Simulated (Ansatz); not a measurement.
An Ansatz (a quantum-chemistry and plane-wave program) input:

Ansatz 0.2 input:
```yaml
crystal:
  lattice:
    - [0.0, 2.2601021504, 2.2601021504]
    - [2.2601021504, 0.0, 2.2601021504]
    - [2.2601021504, 2.2601021504, 0.0]
  atoms:
    - { symbol: B, position: [0.0, 0.0, 0.0] }
    - { symbol: P, position: [0.75, 0.75, 0.75] }
kpoints:
  mp_grid: { grid: [9, 9, 9] }
basis: { xc_grid: 2 }
hamiltonian:
  xc: pbesol
  pseudopotentials: { azcp: { folder: ./paw }, kind: paw }
scf:
  occupations: { method: fixed }
output:
  optics: { e_range: [0.0, 15.0], de: 0.05, sigma: 0.1, bands: { spectra_wanted_up_to: 12 eV } }
```

**Question.** How many symmetry operations and irreducible k-points will the run report?

**Answer.** 24 operations, 35 of 729 k-points.

**Question.** With a cutoff of 420 eV, how many plane waves at Γ?

**Answer.** 459.

It took roughly 3 core-seconds on shared server cores.

Space group F-43m (zinc blende). Symmetry was held in the PBEsol relaxation.

Potentials: the earlier of the program's two PAW sets.

Ansatz is a plane-wave DFT program.
